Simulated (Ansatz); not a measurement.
## Stress against strain in TiAu

```xyz
2
Lattice="3.2540 0.0000 0.0000 0.0000 3.2540 0.0000 0.0000 0.0000 3.2540" Properties=species:S:1:pos:R:3 pbc="T T T"
Ti    1.6270    1.6270    1.6270
Au    0.0000    0.0000    0.0000
```

Atoms are numbered in the order listed.

The cell comes from COD entry 1510312, which wasn't checked; take it as a given geometry.

Spin polarisation is left out, and whether a magnetic state lies lower isn't shown here.

Spin–orbit coupling is left out, though it moves levels of the heavy atoms by tenths of an eV or more.

These are results of DFT, PBEsol, all-electron LAPW, scalar-relativistic in Ansatz 0.2.0, not measurements.

Numerical set-up: a Γ-centred 10×10×10 k mesh, Fermi–Dirac smearing of 0.08 eV, basis error target 1 meV/atom, no spin polarisation.

The strain is applied along the Cartesian axes of the cell as listed (the other components stay zero). Fractional coordinates are held (clamped ions).

σ is the change of stress from the unstrained cell, which is at -4.79 GPa; tension is positive, so slopes are stress–strain coefficients at that pressure. In a metal the k mesh adds noise.

Only quantities that a quadratic follows smoothly over the whole series are listed; rougher ones are left out.

```csv
εzz,σzz (GPa),σxx (GPa)
-0.0200,-2.64,-2.97
0.0000,0.00,0.00
0.0100,1.25,1.36
0.0200,2.45,2.64
```

Question: Fit the series and read off the stiffness at zero strain.

Answer: Least-squares fits y = p0 + p1 x + p2 x² to the rows give σzz (GPa): p1 = 127, p2 = -240; σxx (GPa): p1 = 140, p2 = -410. So C11 = 127 GPa and C12 = 140 GPa, which gives B = (C11 + 2 C12)/3 = 136 GPa.

Question: One run, at εzz = -0.0100, is withheld. Predict its row.

Answer: The fits give -1.30, -1.44; the run gave -1.30, -1.44.
